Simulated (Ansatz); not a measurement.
# Trial structures of Ge₃Pt: starts and ends

The calculation used Ansatz 0.2.0, DFT PBE, scalar-relativistic, plane waves, PAW. All cells share a 420 eV cutoff and Γ-centred k meshes spaced at most about 0.3 Å⁻¹ (about 0.25 or finer for metals, 2π included). No spin polarisation in the final relaxations.

Each guess was relaxed in cell and atoms at zero pressure, within the symmetry of its start. These are static total energies at zero pressure. Coordination counts Ge atoms around Pt (those within 1.25 times the shortest such distance or 1.15 times the sum of covalent radii; a plus sign parts nearer from farther groups).

```tsv
guess	made from	start group	V start (Å³/atom)	end group	V end (Å³/atom)	coordination at the end	gap on mesh (eV)	E over the lowest end (meV/atom)
1	random cell	P4_2/nmc	18.2	Im-3m	18.5	Pt 6	0	57
2	LiMg3 type	Pm-3m	24.7	?	?	?	?	?
3	InP3 type	R-3m	17.1	R-3m	18.1	Pt 3+3+3	0	0
4	Tc3Ge type	Fm-3m	15.0	Fm-3m (BiF3 (D0_3))	17.7	Pt 8+6	0	143
5	V3Sn type	Pm-3n	16.3	Pm-3n (A15)	18.0	Pt 12	0	154
6	random cell	P4/mmm	22.7	P4/mmm	23.7	Pt 6	0	387
```

Guess 2 as it starts:

```
Ge Pt
1.0
     4.61992    0.00000    0.00000
     0.00000    4.61992    0.00000
     0.00000    0.00000    4.61992
Ge Pt
3 1
Direct
  0.50000 0.50000 0.00000
  0.50000 0.00000 0.50000
  0.00000 0.50000 0.50000
  0.00000 0.00000 0.00000
```

Question: Fill in the missing row: what does this guess relax into, and where does it rank?

Answer: It ends in the Cu3Au (L1_2) type, space group Pm-3m (No. 221), with a = 4.148 Å, 17.8 Å³/atom and no gap. It lies 163 meV/atom over the lowest end, above guess 5 and below guess 6. Counting Ge atoms around Pt, this end has Pt 12 and the lowest (guess 3) has Pt 3+3+3.

```
Ge Pt
1.0
     4.14754    0.00000    0.00000
     0.00000    4.14754    0.00000
     0.00000    0.00000    4.14754
Ge Pt
3 1
Direct
  0.50000 0.50000 0.00000
  0.50000 0.00000 0.50000
  0.00000 0.50000 0.50000
  0.00000 0.00000 0.00000
```

Energies over the elements count from the elements' standard structures at the same level, with no fitted energy shifts.

Question: Is the lowest end bound against the elements?

Answer: Yes: its formation energy is −0.03 eV/atom. It lies below the elements, which doesn't yet make it stable against other compounds or structures.

The k mesh leaves some 4 meV/atom of noise in the energy of each metallic cell. These runs have no spin–orbit coupling, which can matter for Pt. Cells relaxed within their symmetry can be saddle points. A lower structure may well exist outside this small set. Some types were kept out of the candidates beforehand, so the set may lack a known form.
